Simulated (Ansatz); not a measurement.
FeGe:
```
CELL_PARAMETERS angstrom
      4.72032     0.00000     0.00000
      0.00000     4.72032     0.00000
      0.00000     0.00000     4.72032
ATOMIC_POSITIONS crystal
  Ge 0.84471 0.84471 0.84471
  Ge 0.65529 0.15529 0.34471
  Ge 0.34471 0.65529 0.15529
  Ge 0.15529 0.34471 0.65529
  Fe 0.13447 0.13447 0.13447
  Fe 0.36553 0.86553 0.63447
  Fe 0.63447 0.36553 0.86553
  Fe 0.86553 0.63447 0.36553
```
Starting moments (μB, in the order of the atoms Ge Ge Ge Ge Fe Fe Fe Fe): -0.2 -0.2 -0.2 -0.2 2.3 2.3 2.3 2.3.

Relaxed with r²SCAN.

Map the spin density (μB/Å³) on the plane through (0.845, 0.845, 0.845) spanned by u = [1, 0, 0] and v = [0, 1, 1] in lattice vectors, from r²SCAN (plane waves, PAW; program Ansatz).

x is the fraction of u, y of v (the angle between them is 90°; rows are the nearest grid lines); atoms in the plane: Ge at (0.00, 0.00), Fe at (0.29, 0.29).
```
y \ x    0.000  0.0833   0.167   0.292   0.375   0.458   0.542   0.625   0.708   0.833   0.917    1.00
------  ------  ------  ------  ------  ------  ------  ------  ------  ------  ------  ------  ------
1.00    -0.042  -0.008  -0.017  -0.016  -0.001   0.045   0.078   0.033  -0.005  -0.017  -0.009  -0.042
0.909   -0.011  -0.016  -0.020  -0.004   0.018   0.082   0.222   0.077   0.000  -0.027  -0.020  -0.011
0.848   -0.020  -0.019  -0.021  -0.010   0.016   0.085   0.135   0.043  -0.010  -0.029  -0.027  -0.020
0.758    0.026   0.017  -0.010  -0.024  -0.016   0.001   0.004  -0.011  -0.022  -0.022  -0.004   0.026
0.697    0.078   0.039  -0.008  -0.024  -0.021  -0.014  -0.012  -0.017  -0.021  -0.015   0.022   0.078
0.606    0.075   0.040  -0.008  -0.020  -0.012  -0.003  -0.002  -0.006  -0.014  -0.015   0.020   0.075
0.545    0.022   0.010  -0.016  -0.022  -0.010   0.001   0.004   0.000  -0.010  -0.020  -0.004   0.022
0.455   -0.023  -0.020  -0.007   0.019   0.006   0.000  -0.003  -0.008  -0.011  -0.017  -0.023  -0.023
0.394   -0.025  -0.002   0.075   0.351   0.071   0.019  -0.009  -0.022  -0.020  -0.014  -0.024  -0.025
0.303   -0.008   0.085   0.873    5.64    1.97   0.244   0.011  -0.026  -0.028  -0.018  -0.020  -0.008
0.242   -0.009   0.054   0.394    2.85    1.02   0.135   0.006  -0.019  -0.018  -0.011  -0.015  -0.009
0.152   -0.020  -0.020  -0.006   0.073   0.036  -0.011  -0.019  -0.016  -0.012  -0.010  -0.015  -0.020
0.0909  -0.010  -0.016  -0.022  -0.016  -0.023  -0.025  -0.018  -0.013  -0.013  -0.015  -0.011  -0.010
0.000   -0.042  -0.008  -0.017  -0.016  -0.001   0.045   0.078   0.033  -0.005  -0.017  -0.009  -0.042
```

The density is the valence pseudo-density with augmentation charge, so density and ELF within about 1 Å of a nucleus are not all-electron values.

Space group P2_13. The cell was relaxed with r²SCAN under the symmetry of its start. Magnetic state: ferromagnetic, chosen from 5 collinear starts compared on coarse meshes (ties went to the first, and starts can fall back to one state), not a proven ground state. Other orbital occupations within this spin state were not tried. For itinerant 3d metals, meta-GGAs of the SCAN family and hybrids are commonly reported to give too large moments.

Potentials: the later of the program's two PAW sets.
